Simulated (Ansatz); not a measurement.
Input:

BP:
```cif
data_B6P6
_chemical_formula_sum 'B6 P6'
_space_group_name_H-M_alt 'Pm-3n'
_space_group_IT_number 223
_space_group_name_Hall '-P 4n 2 3'
_cell_length_a 5.57601
_cell_length_b 5.57601
_cell_length_c 5.57601
_cell_angle_alpha 90.000
_cell_angle_beta 90.000
_cell_angle_gamma 90.000
loop_
_atom_site_label
_atom_site_type_symbol
_atom_site_symmetry_multiplicity
_atom_site_Wyckoff_symbol
_atom_site_fract_x
_atom_site_fract_y
_atom_site_fract_z
_atom_site_occupancy
B1 B 6 c 0.00000 0.50000 0.25000 1
P1 P 6 d 0.00000 0.25000 0.50000 1
```

This is the r²SCAN-relaxed structure.

All from the program Ansatz at the r²SCAN level (PAW), unless another level is named. Give the smallest direct gap on the standard path.

1.11 eV.

What about the band gap?

0.64 eV (indirect).

Give the weight of the conduction-edge state by species (Voronoi cells).

B 50 %, P 50 %.

And the conduction-band minimum?

on the Γ–X line, 86 % of the way from Γ (6 equivalent valleys).

The start of the workflow was typed in or built on a structure type; neither database checked (COD, Materials Project) lists it. It is not the phase usual at ambient conditions (space group No. 216). The cell was relaxed with r²SCAN under the symmetry of its start; its stability against distortions is not shown here.

Potentials: the later of the program's two PAW sets.
